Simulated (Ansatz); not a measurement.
CaTaO$_{3}$:
```cif
data_CaO3Ta
_chemical_formula_sum 'Ta1 Ca1 O3'
_space_group_name_H-M_alt 'P4mm'
_space_group_IT_number 99
_space_group_name_Hall 'P 4 -2'
_cell_length_a 4.00526
_cell_length_b 4.00526
_cell_length_c 3.99087
_cell_angle_alpha 90.000
_cell_angle_beta 90.000
_cell_angle_gamma 90.000
loop_
_atom_site_label
_atom_site_type_symbol
_atom_site_symmetry_multiplicity
_atom_site_Wyckoff_symbol
_atom_site_fract_x
_atom_site_fract_y
_atom_site_fract_z
_atom_site_occupancy
Ta1 Ta 1 b 0.50000 0.50000 0.52424 1
Ca1 Ca 1 a 0.00000 0.00000 0.13505 1
O1 O 2 c 0.00000 0.50000 0.50536 1
O2 O 1 b 0.50000 0.50000 0.02018 1
```

Relaxed with PBEsol.

Q: Decompose the optical modes at the zone centre into irreducible representations, and say which are infrared and Raman allowed.

A: Point group 4mm: Γ_opt = 3A1 + B1 + 4E. Infrared: A1, E. Raman: A1, B1, E.

Q: Assign frequencies (DFPT, the program Ansatz at the PBEsol level (PAW)).

A: E 90, A1 121, B1 279, E 284, A1 323, E 342, A1 644, E 651 cm⁻¹.

Subscripts of B labels follow the axes of the standard setting.

The start of the workflow was typed in or built on a structure type; neither database checked (COD, Materials Project) lists it. Its standing as an ambient phase is unchecked. The cell was relaxed with PBEsol under the symmetry of its start; whether a distortion lowers the energy is not shown. No spin polarisation was allowed. The volume moved by -22 % from the start of the relaxation. With an odd number of electrons in the cell and no spin polarisation, the count alone makes it a metal. As this level gives no gap, phonon frequencies hold no LO–TO term and depend on the k-mesh and smearing (Fermi–Dirac, 0.1 eV here). Spin–orbit coupling is left out wherever it is not named.

Potentials: the earlier of the program's two PAW sets. The files were generated under PBE; for other functionals the program regenerates the frozen cores, and for LDA and PBEsol the local potential too.
